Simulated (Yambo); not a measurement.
K2PdCl4 (space group P4/mmm, No. 123), G0W0@PBEsol in Yambo with this input:

```
rim_cut
gw0
dyson
el_el_corr
HF_and_locXC
ppa
em1d
RandQpts= 1000000
RandGvec= 1 Ry
EXXRLvcs= 82 Ry
VXCRLvcs= 328 Ry
Chimod= "HARTREE"
% BndsRnXp
 5 | 217 |
%
NGsBlkXp= 6 Ry
% LongDrXp
 1.0 | 1.0 | 1.0 |
%
PPAPntXp= 27.2114 eV
% GbndRnge
 1 | 217 |
%
GTermKind= "BG"
DysSolver= "n"
ExtendOut
```

On a 2×2×4 mesh, with wavefunctions cut at 82 Ry, the gap (A → M) is 3.751 eV and the valence edge shifts by -1.066 eV.

Problem. What happens with this change: pole fitted at 40 eV?

Solution. The gap rises by 0.037 eV, to 3.788 eV; the shift of the valence edge becomes -1.110 eV. Neither run is shown to be the converged limit.

Spin-orbit coupling is not included.

Geometry of the Materials Project entry, not relaxed at this level; primitive cell a = b = 7.0576 Å, c = 4.0964 Å, α = β = γ = 90.00°.

A shift is the quasiparticle energy of the state minus its PBEsol energy.
